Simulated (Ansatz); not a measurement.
What moves the field gradients of Bi2Te2PbS2?

Cell of run 1: an entry of the Crystallography Open Database (COD; perhaps a calculated or model structure), atoms as given.

Space group R-3m:H (No. 166); a = 4.2701, c = 40.4129 Å, γ = 120.00°.

```
site  Wyckoff  site symmetry       x       y       z
  Bi       6c             3m  0.0000  0.0000  0.5814
  Te       6c             3m  0.0000  0.0000  0.8707
  Pb       3a            -3m  0.0000  0.0000  0.0000
   S       6c             3m  0.0000  0.0000  0.2913
```

One atom of each set is listed; the run and its k-mesh use a cell of 7 atoms with edges of 13.69, 13.69, 13.69 Å.

Relaxed positions (PBE, cell held):

Bi (0.0000, 0.0000, 0.5815)
Te (0.0000, 0.0000, 0.8706)
Pb (0.0000, 0.0000, 0.0000)
S (0.0000, 0.0000, 0.2914)

All runs are DFT with Ansatz 0.2.0 (plane waves and PAW, scalar-relativistic unless spin–orbit coupling is named, Γ-centred meshes, Fermi–Dirac smearing where given) in this cell.

Run 1: PBE, atoms as given; 420 eV, 8×8×8 k-points, smearing 0.02 eV.
Run 2: PBE, atoms relaxed; 420 eV, 8×8×8 k-points, smearing 0.02 eV.
Run 3: r2SCAN, at the relaxed atoms; 500 eV, 8×8×8 k-points, smearing 0.02 eV.
Run 4: PBE with spin–orbit coupling, at the relaxed atoms; 420 eV, 8×8×8 k-points, smearing 0.02 eV.

Task: What does each run give, and what moves the gradients most?

Result: 

| run | Bi V_zz (η) | Te V_zz (η) | Pb V_zz (η) |
| --- | --- | --- | --- |
| 1 | -0.93 (0.00) | 0.35 (0.00) | 0.90 (0.00) |
| 2 | -0.95 (0.00) | 0.78 (0.00) | 0.92 (0.00) |
| 3 | -0.88 (0.00) | 0.018 (0.00) | 0.87 (0.00) |
| 4 | -1.32 (0.00) | 2.74 (0.00) | 0.59 (0.00) |

V_zz in 10²¹ V/m²; 3 of the 4 sets of like atoms are followed. Against run 1, the gradient tensors on these sites move by at most 0.43 in run 2 (Te), 0.33 in run 3 (Te), 2.39 in run 4 (Te). Taken one at a time, spin–orbit coupling moves the tensors on these sites by up to 1.96 (largest principal value of the change, on Te), the functional (r2SCAN with its higher cutoff) by 0.76 (Te), the positions of the atoms (as given or relaxed) by 0.43 (Te).

In runs 1, 2, 3, 4 the gap is small for the k-mesh or the smearing, and small gradients can still move by 0.1 × 10²¹ V/m² or more. Run 1: The values hang on the deposited positions: relaxing the atoms moves V_zz on Te from 0.35 to 0.78.
